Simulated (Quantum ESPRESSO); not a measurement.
# Band energies of SnS2 monolayer

```xyz
3
Lattice="3.6469 0.0000 0.0000 -1.8235 3.1583 0.0000 0.0000 0.0000 15.9000" Properties=species:S:1:pos:R:3 pbc="T T T"
S      0.0000     2.1056     1.4733
S      1.8235     1.0528    -1.4733
Sn     0.0000     0.0000     0.0000
```

PBEsol (Quantum ESPRESSO, PseudoDojo norm-conserving, 72 Ry, with spin-orbit coupling); path ΓMKΓ; energies in eV from the valence-band maximum.

```
k (1/Å)  point  band 26  band 27  band 28  band 29  band 30  band 31  band 32  band 33
-------  -----  -------  -------  -------  -------  -------  -------  -------  -------
0.00         Γ    -0.07     2.47     2.47     3.71     3.71     5.22     5.22     5.60
0.11              -0.04     2.63     2.63     3.91     3.91     5.21     5.21     5.61
0.22               0.00     2.91     2.91     4.32     4.32     5.25     5.25     5.77
0.33               0.00     2.98     2.98     4.60     4.60     5.62     5.62     6.06
0.44              -0.04     2.76     2.76     4.80     4.80     6.04     6.04     6.35
0.55              -0.10     2.41     2.41     4.90     4.90     6.19     6.19     6.53
0.66              -0.16     2.06     2.06     4.87     4.87     6.14     6.14     6.61
0.77              -0.22     1.78     1.78     4.78     4.78     6.08     6.08     6.61
0.88              -0.25     1.60     1.60     4.70     4.70     6.11     6.11     6.46
0.99         M    -0.26     1.54     1.54     4.68     4.68     6.20     6.20     6.29
1.11              -0.39     1.73     1.73     4.91     4.91     6.30     6.30     6.31
1.22              -0.48     2.14     2.14     5.45     5.45     6.24     6.24     6.54
1.34              -0.49     2.50     2.50     5.89     5.89     6.13     6.13     6.86
1.45              -0.55     2.66     2.66     5.96     5.96     6.20     6.20     7.36
1.57         K    -0.67     2.69     2.69     6.00     6.00     6.21     6.21     7.57
1.66              -0.55     2.69     2.69     5.93     5.93     6.25     6.25     7.47
1.76              -0.43     2.70     2.70     5.78     5.78     6.34     6.34     7.26
1.86              -0.34     2.74     2.74     5.66     5.66     6.38     6.38     7.03
1.95              -0.29     2.79     2.79     5.59     5.59     6.34     6.34     6.79
2.05              -0.30     2.85     2.85     5.55     5.55     6.20     6.20     6.56
2.14              -0.35     2.93     2.93     5.48     5.48     5.99     5.99     6.36
2.24              -0.41     3.01     3.01     5.28     5.28     5.71     5.71     6.28
2.33              -0.40     3.07     3.07     4.99     4.99     5.43     5.43     6.19
2.43              -0.22     3.04     3.04     4.63     4.63     5.23     5.23     5.97
2.53              -0.11     2.85     2.85     4.23     4.23     5.19     5.19     5.72
2.72         Γ    -0.07     2.47     2.47     3.71     3.71     5.22     5.22     5.60
```

The PBEsol gap is indirect, 1.54 eV, from 22 % of the way from Γ to M to M; the smallest direct gap is 1.80 eV. The valence-band maximum lies 6.76 eV below the vacuum level.

Geometry relaxed with PBEsol.
